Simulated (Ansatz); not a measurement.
Cell and atoms are relaxed with the symmetry kept. Start:

```cif
data_structure
_symmetry_space_group_name_H-M 'P 1'
_symmetry_Int_Tables_number 1
_cell_length_a 5.9170
_cell_length_b 5.9170
_cell_length_c 4.7598
_cell_angle_alpha 90.000
_cell_angle_beta 90.000
_cell_angle_gamma 120.000
_cell_volume 144.32
loop_
_atom_site_label
_atom_site_type_symbol
_atom_site_fract_x
_atom_site_fract_y
_atom_site_fract_z
_atom_site_occupancy
Ti1 Ti 0.16395 0.32790 0.75000 1
Ti2 Ti 0.67210 0.83605 0.75000 1
Ti3 Ti 0.16395 0.83605 0.75000 1
Ti4 Ti 0.83605 0.67210 0.25000 1
Ti5 Ti 0.32790 0.16395 0.25000 1
Ti6 Ti 0.83605 0.16395 0.25000 1
Sn1 Sn 0.66667 0.33333 0.75000 1
Sn2 Sn 0.33333 0.66667 0.25000 1
```

The calculation used DFT LDA, scalar-relativistic, plane waves, PAW (Ansatz).

Cutoff 420 eV; k points 6×6×8 on the computed 8-atom cell (Γ-centred); Gaussian smearing, width 0.10 eV; no spin polarisation.

Problem. What does it relax to?

Solution. The volume falls by 1.24 Å³/atom to 16.80 Å³/atom, and the energy falls by 34.1 meV/atom. Final structure:
```xyz
8
Lattice="5.7759 0.0000 0.0000 -2.8879 5.0021 0.0000 0.0000 0.0000 4.6529" Properties=species:S:1:pos:R:3 pbc="T T T"
Ti    0.0000    1.6400    3.4897
Ti    1.4676    4.1820    3.4897
Ti   -1.4676    4.1820    3.4897
Ti    2.8879    3.3620    1.1632
Ti    1.4203    0.8200    1.1632
Ti    4.3556    0.8200    1.1632
Sn    2.8879    1.6674    3.4897
Sn    0.0000    3.3347    1.1632
```

Cost: 1 run of about 1.7 core-minutes, on Arm Neoverse V2 (shared hosts).